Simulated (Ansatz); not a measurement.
PtOS as a Janus 1T monolayer, relaxed with r2SCAN in the plane-wave code Ansatz. In-plane lattice: a = 3.343 Å, b = 3.343 Å, γ = 120.0°; thickness between the outer nuclei 2.17 Å. Around Pt lie 3 O at 2.16 Å and 3 S at 2.27 Å; around O lie 3 Pt at 2.16 Å; around S lie 3 Pt at 2.27 Å.

The axes x, y and z are those of this cell:
```
CELL_PARAMETERS angstrom
3.34291 0.00000 0.00000
-1.67146 2.89505 0.00000
0.00000 0.00000 29.10783
ATOMIC_POSITIONS crystal
Pt 0.00000 0.00000 0.31190
O 0.33333 0.66667 0.34504
S 0.66667 0.33333 0.27064
```
Two periodic directions, a and b.

Unstrained: PBE gives an indirect gap of 1.298 eV, from Γ–K (0.33 of the way from Γ) to K; the least direct gap is 1.647 eV at K. The r2SCAN gap is indirect, 1.522 eV (Γ–K (0.33 of the way from Γ) to K), below the direct gap of 1.907 eV at K. With HSE06 the valence top lies at Γ–K (0.33 of the way from Γ) and the conduction bottom at K, 2.494 eV higher; the smallest vertical gap, at K, is 2.982 eV. Meshes: PBE 12×12×1, r2SCAN 12×12×1, HSE06 6×6×1. Strains are changes of length per length, and xy shears are angles. After each strain the atoms were relaxed again with r2SCAN within the symmetry that the strain leaves, so tilts or polar shifts that break it weren't tested; points keep the names that they have in the unstrained zone. No spin polarisation. The prototype was imposed, so other structures may be more stable.

(1) Apply in-plane biaxial +2.5 %. How far does the gap move, against the unstrained cell?

(2) Estimate what in-plane biaxial +3.0 % does to the gap.

(3) Estimate what xy shear, engineering strain (angle) -2.0 % does to the gap.

(4) Estimate what uniaxial -2.0 % along y, other directions held does to the gap.

Answers

(1) PBE: the gap goes from 1.298 to 1.330 eV (+0.032 eV); the edges go from Γ–K (0.33) → K to (-0.005, 0.172, 0) → K. r2SCAN: the gap goes from 1.522 to 1.550 eV (+0.028 eV); the edges go from Γ–K (0.33) → K to (-0.005, 0.172, 0) → K. The r2SCAN energy rises by 16.6 meV an atom.

(2) PBE: the gap goes from 1.298 to 1.334 eV (+0.036 eV); the edges go from Γ–K (0.33) → K to Γ–M (0.33) → K. r2SCAN: the gap goes from 1.522 to 1.553 eV (+0.031 eV); the edges go from Γ–K (0.33) → K to Γ–M (0.33) → K. The r2SCAN energy rises by 23.7 meV an atom.

(3) PBE: the gap goes from 1.298 to 1.275 eV (-0.023 eV); the edges go from Γ–K (0.33) → K to (0.135, 0.083, 0) → (1/3, 0.336, 0). r2SCAN: the gap goes from 1.522 to 1.499 eV (-0.023 eV); the edges go from Γ–K (0.33) → K to (0.135, 0.083, 0) → (1/3, 0.336, 0). HSE06: the gap goes from 2.494 to 2.465 eV (-0.029 eV); the edges go from Γ–K (0.33) → K to (0.135, 0.083, 0) → (1/3, 0.336, 0). The r2SCAN energy rises by 1.6 meV an atom.

(4) PBE: the gap goes from 1.298 to 1.264 eV (-0.034 eV); the edges go from Γ–K (0.33) → K to (-0.052, 0.214, 0) → (0.336, 0.331, 0). r2SCAN: the gap goes from 1.522 to 1.490 eV (-0.032 eV); the edges go from Γ–K (0.33) → K to (-0.052, 0.214, 0) → (0.336, 0.331, 0). HSE06: the gap goes from 2.494 to 2.457 eV (-0.037 eV); the edges go from Γ–K (0.33) → K to (-0.052, 0.214, 0) → (0.336, 0.331, 0). The r2SCAN energy rises by 4.4 meV an atom.

Spin-orbit coupling is left out, which matters wherever the heavy atoms make up the band edges.

Where an edge lies off the special points, it is a point of the mesh or the k point where a search put PBE's edge or least direct gap, reused for the other functionals, whose own edges may lie a little apart.

Coordinates of k points refer to the reciprocal vectors of the primitive cell of the runs.

The meshes of the hybrids are coarse, so their gaps aren't converged to the digits shown.
